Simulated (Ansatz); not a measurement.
Run on As (diamond type): DFT, PBEsol, all-electron LAPW, scalar-relativistic (Ansatz 0.2.0). This run: volume at 0.6 of the series' base cell.

The cell comes from a relaxation on PAW files under the same functional, begun from a prototype that needn't be the stable phase.

Command: `ansatz run input.yaml --threads 1 --pin off --max-ram 2048MiB --backend cpu --events-out ev --progress --plain --runs-dir out` It took 21 s on 1 thread of Arm Neoverse V1, with other jobs on the host, peak memory 0.37 GiB.

```yaml
crystal:
  lattice:
    - [0.0, 2.5313599391, 2.5313599391]
    - [2.5313599391, 0.0, 2.5313599391]
    - [2.5313599391, 2.5313599391, 0.0]
  atoms:
    - { symbol: As, position: [-0.125, -0.125, -0.125] }
    - { symbol: As, position: [0.125, 0.125, 0.125] }
kpoints:
  mp_grid: { grid: [11, 11, 11] }
scf:
  occupations: { method: fermi_dirac, width: 0.08 }
hamiltonian:
  xc: pbesol
  pseudopotentials: { kind: all_electron, lapw: { basis_error: 0.001 } }
output:
  forces: true
  stress: true
  eigenvalues: true
  populations: true
```

Output:

```
As: projections on atomic orbitals take those of the free atom 1s2 2s2 2p6 3s2 3p6 3d10 4s2 4p3, of charge +0.00 (hamiltonian.pseudopotentials.projection_atoms)
LAPW: plane waves up to 10.382 Å⁻¹, error target 1.0e-3 eV per atom; small_component_spin mean_spin; As in spheres of 1.096 Å, 23 of its electrons in bands, Dirac shells [] (how accurate: hamiltonian.pseudopotentials.lapw.basis_error, Limitations)
Engine: ansatz 0.2.0
Pseudopotentials: kind: all_electron
Pseudopotential: As, LAPW, valence charge 23, lapw/all_electron/scalar/gaussian/As, Koelling and Harmon's equation, gaussian nucleus
Functional definition: PBEsol
  exchange = pbesol_x
  correlation = pbesol_c
Crystal: 2 atoms, lattice volume = 32.441 Å³
Basis set: ecut = 410.6947186187934 eV, 609 PW (Γ), exchange–correlation at level 2
Bands: 28, of which v1, the nominal top of the filled ones, is band 23 counted from 1 (22 counted from 0)
Symmetry: 48 space group operations
Space group: Fd-3m (ITA 227), of the structure as read, at distance tolerance 3.2e-5 Å
k-points: 56 of 1331
Non-local potential: As, projectors of the file, none
Initial density: superposition of atomic densities (chi_scale 0.1, normalization cell)
Initial wavefunctions: plane waves of lowest kinetic energy (no species holds an atomic orbital)
Functional: x = pbesol(κ = 0.804, μ = 0.12345679012345678), c = pbesol(β = 0.046)
iter 1 solved again at ethr=5.61e-4 eV; its pass at ethr=1.00e-1 eV (dr2=2.58e-1 eV) is discarded
SCF iter   1: F=—  HF=-122957.904238 eV  |F-HF|=—  |Δ(HF+E_count)|=         —  Δρ=3.09e-2  dr2=2.58e-1  ethr=5.61e-4  ⟨swp⟩=2.0  Hψ=9921  notcnv=0
preconditioner: auto → Kerker (q_TF=auto, 2.892 Å⁻¹)  [metal: Δε(μ)=0.125 eV  Ē_g=13.728 eV  σ=0.080 eV  W_gap=0.37  n_scr=14 (ndim 8)  ℏωp=20.6 eV  f_vac=0.012  D(μ)=0.58/eV (n_scr^D=0)]
SCF iter   2: F=—  HF=-122957.858903 eV  |F-HF|=—  |Δ(HF+E_count)|=   4.53e-2  Δρ=2.06e-2  dr2=1.38e-1  ethr=5.61e-4  ⟨swp⟩=2.0  Hψ=4347  notcnv=0
iter 3 solved again at ethr=1.86e-5 eV; its pass at ethr=2.99e-4 eV (dr2=8.55e-3 eV) is discarded
SCF iter   3: F=—  HF=-122957.821754 eV  |F-HF|=—  |Δ(HF+E_count)|=   3.71e-2  Δρ=3.82e-3  dr2=8.50e-3  ethr=1.86e-5  ⟨swp⟩=2.0  Hψ=7816  notcnv=0
SCF iter   4: F=—  HF=-122957.811149 eV  |F-HF|=—  |Δ(HF+E_count)|=   1.06e-2  Δρ=2.79e-3  dr2=3.97e-3  ethr=1.85e-5  ⟨swp⟩=2.0  Hψ=4344  notcnv=0
SCF iter   5: F=—  HF=-122957.809929 eV  |F-HF|=—  |Δ(HF+E_count)|=   1.22e-3  Δρ=8.25e-4  dr2=2.65e-4  ethr=8.64e-6  ⟨swp⟩=2.0  Hψ=4344  notcnv=0
SCF iter   6: F=—  HF=-122957.809947 eV  |F-HF|=—  |Δ(HF+E_count)|=   1.77e-5  Δρ=2.48e-4  dr2=1.78e-5  ethr=5.76e-7  ⟨swp⟩=2.0  Hψ=4344  notcnv=0
SCF iter   7: F=—  HF=-122957.809950 eV  |F-HF|=—  |Δ(HF+E_count)|=   3.20e-6  Δρ=2.34e-5  dr2=1.00e-7  ethr=3.86e-8  ⟨swp⟩=2.6  Hψ=4393  notcnv=0
SCF iter   8: F=-122957.809950 eV  HF=-122957.809950 eV  |F-HF|=1.46e-9  |Δ(HF+E_count)|=   1.28e-7  Δρ=4.11e-6  dr2=3.98e-9  ethr=2.18e-10  ⟨swp⟩=3.0  Hψ=4590  notcnv=0
SCF 1 converged in 8 iterations: F = -122957.809950 eV  dr2 = 3.98e-9
SCF converged after 8 iterations
Free energy (F): -122957.809950 eV
Harris-Foulkes:  -122957.809950 eV  (|F-HF|=1.46e-9)
Internal energy: -122957.798155 eV  (E = F + TS)
E sigma→0 (E₀):  -122957.804052 eV
Entropy (-TS):   -0.011796 eV (-5.898 meV/atom)
Fermi energy:    16.984123 eV
--- Per-component energies (eV) ---
  E_band       = -2359.130426
  E_kinetic    = 125730.920861
  E_xc         = -4484.049949
  E_electrostatic = -244204.669067  (all electrons and nuclei)
  E_smearing   = -0.011796  (= −TS)
  E_closure    = 0.000000  (closes the sum)
  E_atoms      = -122951.449291  (free atoms, spherical and without spin; not in F)
  Σ components = -122957.809950   (vs F -122957.809950, Δ=0.00e0)
  Basis errors (estimates in eV, not in F): energy 4.4e-4 per atom: plane waves 4.0e-4 (2.3e-4 summed), levels above the bands 5.2e-39, relativity 1.1e-8, radial functions 4.0e-5, core shells 6.0e-11; eigenvalues (radial functions only) 7.1e-7; not estimated: angular momenta, meshes, grids; target (lapw.basis_error) 1.0e-3; muffin-tin radii As 1.096 Å
--- Forces (eV/Å), atoms counted from 1 ---
  atom   1  As    -0.00000000     0.00000000    -0.00000000
  atom   2  As    -0.00000000     0.00000000    -0.00000000
  max |Σ_I F_I| component: 4.16e-17 eV/Å
--- Stress (GPa, compression-positive) ---
       69.588945       0.000000      -0.000000
        0.000000      69.588945      -0.000000
       -0.000000      -0.000000      69.588945
  P = ⅓ Tr σ = 69.5889 GPa (695.889 kbar)
--- Band table (eV; the first three rows and the last of 56) ---
  k-point 0: bands = ["-169.5527", "-169.5456", "-113.1308", "-113.1308", "-113.1308", "-113.1103", "-113.1103", "-113.1103", "-20.6090", "-20.6090", "-20.6090", "-20.5492", "-20.5492", "-20.2826", "-20.2826", "-20.2826", "-20.2694", "-20.2694", "-2.0996", "13.3763", "13.3763", "13.3763", "14.9967", "16.7625", "16.7625", "16.7625", "22.0830", "25.0312"]
  k-point 1: bands = ["-169.5526", "-169.5457", "-113.1309", "-113.1309", "-113.1306", "-113.1105", "-113.1102", "-113.1102", "-20.6143", "-20.6143", "-20.6070", "-20.5416", "-20.5416", "-20.2934", "-20.2934", "-20.2847", "-20.2600", "-20.2600", "-1.9722", "11.7641", "13.1464", "13.1464", "15.6344", "17.0773", "17.0773", "17.4866", "22.6919", "24.3527"]
  k-point 2: bands = ["-169.5523", "-169.5460", "-113.1312", "-113.1312", "-113.1301", "-113.1110", "-113.1099", "-113.1099", "-20.6243", "-20.6243", "-20.6016", "-20.5261", "-20.5261", "-20.3079", "-20.3079", "-20.2906", "-20.2487", "-20.2487", "-1.5955", "9.5451", "12.6710", "12.6710", "15.3874", "17.7116", "17.7116", "19.4325", "23.7141", "23.7141"]
  k-point 55: bands = ["-169.5495", "-169.5488", "-113.1336", "-113.1333", "-113.1218", "-113.1193", "-113.1078", "-113.1076", "-20.6719", "-20.6650", "-20.4996", "-20.4604", "-20.4274", "-20.4032", "-20.3939", "-20.3611", "-20.2052", "-20.1986", "2.4798", "3.4058", "8.3158", "9.1204", "17.8257", "19.6839", "19.9592", "20.1724", "26.0271", "27.5542"]
--- Löwdin populations: 2 sites ---
  site symbol       q [e]
     0     As     32.8805
     1     As     32.8805
  spilling = 0.003620 (of n_electrons = 66.000000)
```

populations.tsv:

```
# site	symbol	l	j	q
# orbitals = lowdin
# n_electrons = 66.000000
# spilling = 0.003620
# projection_atom_As: 1s2 2s2 2p6 3s2 3p6 3d10 4s2 4p3
0	As	0_1S	-	1.999991
0	As	0_2S	-	1.999551
0	As	0_3S	-	1.990419
0	As	0_4S	-	1.576428
0	As	1_2P	-	5.999985
0	As	1_3P	-	5.996048
0	As	1_4P	-	3.321966
0	As	2_3D	-	9.996155
1	As	0_1S	-	1.999991
1	As	0_2S	-	1.999551
1	As	0_3S	-	1.990419
1	As	0_4S	-	1.576428
1	As	1_2P	-	5.999985
1	As	1_3P	-	5.996048
1	As	1_4P	-	3.321966
1	As	2_3D	-	9.996155
```

Next run (volume at 0.52 of the series' base cell), as changes to the input before:

```diff
   lattice:
-    - [0.0, 2.5313599391, 2.5313599391]
-    - [2.5313599391, 0.0, 2.5313599391]
-    - [2.5313599391, 2.5313599391, 0.0]
+    - [0.0, 2.4134479325, 2.4134479325]
+    - [2.4134479325, 0.0, 2.4134479325]
+    - [2.4134479325, 2.4134479325, 0.0]
   atoms:
   mp_grid: { grid: [11, 11, 11] }
+  band_path:
+    path:
+      - [0.0, 0.0, 0.0]
+      - [0.5, 0.0, 0.5]
+      - [0.625, 0.25, 0.625]
+      - [0.375, 0.375, 0.75]
+      - [0.0, 0.0, 0.0]
+      - [0.5, 0.5, 0.5]
+      - [0.5, 0.25, 0.75]
+      - [0.5, 0.0, 0.5]
+    npoints: 8
 scf:
   populations: true
+  dos: { projected: true, de: 0.2, e_range: [-14, 8] }
```

Results part of the output:

```
SCF 1 converged in 7 iterations: F = -122955.329278 eV  dr2 = 6.03e-8
NSCF: frozen V_eff on 57 k-points
SCF converged after 7 iterations
Free energy (F): -122955.329278 eV
Harris-Foulkes:  -122955.329278 eV  (|F-HF|=5.92e-8)
Internal energy: -122955.314971 eV  (E = F + TS)
E sigma→0 (E₀):  -122955.322124 eV
Entropy (-TS):   -0.014306 eV (-7.153 meV/atom)
Fermi energy:    20.304967 eV
--- Per-component energies (eV) ---
  E_band       = -2234.915680
  E_kinetic    = 125748.716226
  E_xc         = -4487.880132
  E_electrostatic = -244216.151065  (all electrons and nuclei)
  E_smearing   = -0.014306  (= −TS)
  E_closure    = 0.000000  (closes the sum)
  E_atoms      = -122951.449291  (free atoms, spherical and without spin; not in F)
  Σ components = -122955.329278   (vs F -122955.329278, Δ=0.00e0)
  Basis errors (estimates in eV, not in F): energy 4.4e-4 per atom: plane waves 4.0e-4 (2.3e-4 summed), levels above the bands 1.9e-39, relativity 1.2e-8, radial functions 4.0e-5, core shells 8.5e-11; eigenvalues (radial functions only) 4.6e-7; not estimated: angular momenta, meshes, grids; target (lapw.basis_error) 1.0e-3; muffin-tin radii As 1.045 Å
--- Forces (eV/Å), atoms counted from 1 ---
  atom   1  As    -0.00000000    -0.00000000     0.00000000
  atom   2  As    -0.00000000    -0.00000000     0.00000000
  max |Σ_I F_I| component: 2.54e-17 eV/Å
--- Stress (GPa, compression-positive) ---
      119.345419       0.000000      -0.000000
        0.000000     119.345419       0.000000
       -0.000000       0.000000     119.345419
  P = ⅓ Tr σ = 119.3454 GPa (1193.454 kbar)
--- Band table (eV; the first three rows and the last of 56) ---
  k-point 0: bands = ["-166.7760", "-166.7610", "-110.3643", "-110.3643", "-110.3643", "-110.3264", "-110.3264", "-110.3264", "-17.9496", "-17.9496", "-17.9496", "-17.8682", "-17.8682", "-17.4796", "-17.4796", "-17.4796", "-17.4468", "-17.4468", "-0.5759", "16.3717", "16.3717", "16.3717", "19.8163", "19.8163", "19.8163", "19.8542", "25.5804", "28.4473"]
  k-point 1: bands = ["-166.7758", "-166.7613", "-110.3645", "-110.3645", "-110.3640", "-110.3267", "-110.3262", "-110.3262", "-17.9579", "-17.9579", "-17.9468", "-17.8565", "-17.8565", "-17.4916", "-17.4916", "-17.4827", "-17.4368", "-17.4368", "-0.4306", "14.8103", "16.0897", "16.0897", "19.5968", "20.1925", "20.1925", "21.3379", "26.2620", "27.6362"]
  k-point 2: bands = ["-166.7751", "-166.7619", "-110.3651", "-110.3651", "-110.3632", "-110.3276", "-110.3256", "-110.3256", "-17.9727", "-17.9727", "-17.9395", "-17.8329", "-17.8329", "-17.5107", "-17.5107", "-17.4912", "-17.4223", "-17.4223", "0.0001", "12.3552", "15.5253", "15.5253", "19.1168", "20.9146", "20.9146", "23.6042", "26.9152", "26.9152"]
  k-point 55: bands = ["-166.7692", "-166.7678", "-110.3698", "-110.3692", "-110.3477", "-110.3431", "-110.3215", "-110.3210", "-18.0412", "-18.0309", "-17.7954", "-17.7377", "-17.6865", "-17.6500", "-17.6350", "-17.5865", "-17.3600", "-17.3504", "4.7243", "5.7464", "10.3581", "11.3102", "21.0266", "22.9701", "23.5930", "23.7252", "30.2778", "31.8239"]
--- Löwdin populations: 2 sites ---
  site symbol       q [e]
     0     As     32.8561
     1     As     32.8561
  spilling = 0.004362 (of n_electrons = 66.000000)
```

Next run (volume at 0.45 of the series' base cell), as changes to the input before:

```diff
   lattice:
-    - [0.0, 2.4134479325, 2.4134479325]
-    - [2.4134479325, 0.0, 2.4134479325]
-    - [2.4134479325, 2.4134479325, 0.0]
+    - [0.0, 2.2998931366, 2.2998931366]
+    - [2.2998931366, 0.0, 2.2998931366]
+    - [2.2998931366, 2.2998931366, 0.0]
   atoms:
```

Command: `ansatz run input.yaml --threads 1 --pin off --max-ram 2048MiB --backend cpu --events-out ev --progress --plain --runs-dir out` It took 31 s on 1 thread of Arm Neoverse V1 (shared host), peak memory 0.39 GiB.

Results part of the output:

```
SCF 1 converged in 7 iterations: F = -122951.652629 eV  dr2 = 3.72e-8
NSCF: frozen V_eff on 57 k-points
SCF converged after 7 iterations
Free energy (F): -122951.652629 eV
Harris-Foulkes:  -122951.652629 eV  (|F-HF|=2.05e-8)
Internal energy: -122951.633022 eV  (E = F + TS)
E sigma→0 (E₀):  -122951.642826 eV
Entropy (-TS):   -0.019607 eV (-9.803 meV/atom)
Fermi energy:    24.013021 eV
--- Per-component energies (eV) ---
  E_band       = -2093.283493
  E_kinetic    = 125773.003299
  E_xc         = -4492.406196
  E_electrostatic = -244232.230124  (all electrons and nuclei)
  E_smearing   = -0.019607  (= −TS)
  E_closure    = 0.000000  (closes the sum)
  E_atoms      = -122951.449291  (free atoms, spherical and without spin; not in F)
  Σ components = -122951.652629   (vs F -122951.652629, Δ=0.00e0)
  Basis errors (estimates in eV, not in F): energy 4.5e-4 per atom: plane waves 4.0e-4 (2.4e-4 summed), levels above the bands 9.5e-42, relativity 2.0e-8, radial functions 4.5e-5, core shells 4.1e-10; eigenvalues (radial functions only) 6.1e-7; not estimated: angular momenta, meshes, grids; target (lapw.basis_error) 1.0e-3; muffin-tin radii As 0.996 Å
--- Forces (eV/Å), atoms counted from 1 ---
  atom   1  As    -0.00000000     0.00000000     0.00000000
  atom   2  As    -0.00000000     0.00000000    -0.00000000
  max |Σ_I F_I| component: 3.61e-18 eV/Å
--- Stress (GPa, compression-positive) ---
      199.794984       0.000000      -0.000000
        0.000000     199.794984       0.000000
       -0.000000       0.000000     199.794984
  P = ⅓ Tr σ = 199.7950 GPa (1997.950 kbar)
--- Band table (eV; the first three rows and the last of 56) ---
  k-point 0: bands = ["-163.6203", "-163.5898", "-107.2239", "-107.2239", "-107.2239", "-107.1553", "-107.1553", "-107.1553", "-14.9540", "-14.9540", "-14.9540", "-14.8461", "-14.8461", "-14.2869", "-14.2869", "-14.2869", "-14.2196", "-14.2196", "1.2237", "19.9232", "19.9232", "19.9232", "23.3432", "23.3432", "23.3432", "25.4028", "29.5907", "32.3951"]
  k-point 1: bands = ["-163.6198", "-163.5902", "-107.2243", "-107.2243", "-107.2234", "-107.1558", "-107.1549", "-107.1549", "-14.9668", "-14.9668", "-14.9503", "-14.8280", "-14.8280", "-14.3003", "-14.3003", "-14.2915", "-14.2089", "-14.2089", "1.3890", "18.2638", "19.5717", "19.5717", "23.5952", "23.7984", "23.7984", "26.4457", "30.3524", "31.4094"]
  k-point 2: bands = ["-163.6185", "-163.5916", "-107.2254", "-107.2254", "-107.2220", "-107.1572", "-107.1537", "-107.1537", "-14.9884", "-14.9884", "-14.9403", "-14.7929", "-14.7929", "-14.3243", "-14.3243", "-14.3038", "-14.1913", "-14.1913", "1.8805", "15.5422", "18.8979", "18.8979", "23.2892", "24.6206", "24.6206", "28.5508", "30.5935", "30.5935"]
  k-point 55: bands = ["-163.6065", "-163.6036", "-107.2344", "-107.2333", "-107.1939", "-107.1854", "-107.1459", "-107.1449", "-15.0853", "-15.0702", "-14.7404", "-14.6568", "-14.5790", "-14.5248", "-14.5005", "-14.4299", "-14.1042", "-14.0903", "7.3614", "8.4805", "12.7514", "13.8792", "24.6345", "26.6469", "27.8241", "27.8287", "35.1523", "36.7322"]
--- Löwdin populations: 2 sites ---
  site symbol       q [e]
     0     As     32.8322
     1     As     32.8322
  spilling = 0.005086 (of n_electrons = 66.000000)
```

The structure type is held throughout; the real material can change phase at far lower pressure.
